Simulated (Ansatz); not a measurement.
**Relaxing manganese (A15)**

The calculation used Ansatz 0.2.0, DFT, LDA (PW92), plane waves (420 eV) with PAW, scalar-relativistic. (PAW data from PBE, frozen cores regenerated.)

k-point mesh 6×6×6, Fermi-Dirac smearing 0.05 eV, starting moments 3.00 ×8 μB. Cell and atoms relax.

Starting structure:

```
Mn
1.0
     4.54677    0.00000    0.00000
     0.00000    4.54677    0.00000
     0.00000    0.00000    4.54677
Mn
8
Direct
  0.00000 0.00000 0.00000
  0.50000 0.50000 0.50000
  0.25000 0.00000 0.50000
  0.75000 0.00000 0.50000
  0.50000 0.25000 0.00000
  0.50000 0.75000 0.00000
  0.00000 0.50000 0.25000
  0.00000 0.50000 0.75000
```

**Question.** What cell does the relaxation end in?

**Answer.** Pm-3n with a = 4.326 Å; 10.12 Å³ per atom against 11.75 at the start (-13.9 %).

**Question.** How much energy does the relaxation gain?

**Answer.** 207.4 meV per atom.

**Question.** Which magnetic state does it end in?

**Answer.** non-magnetic.
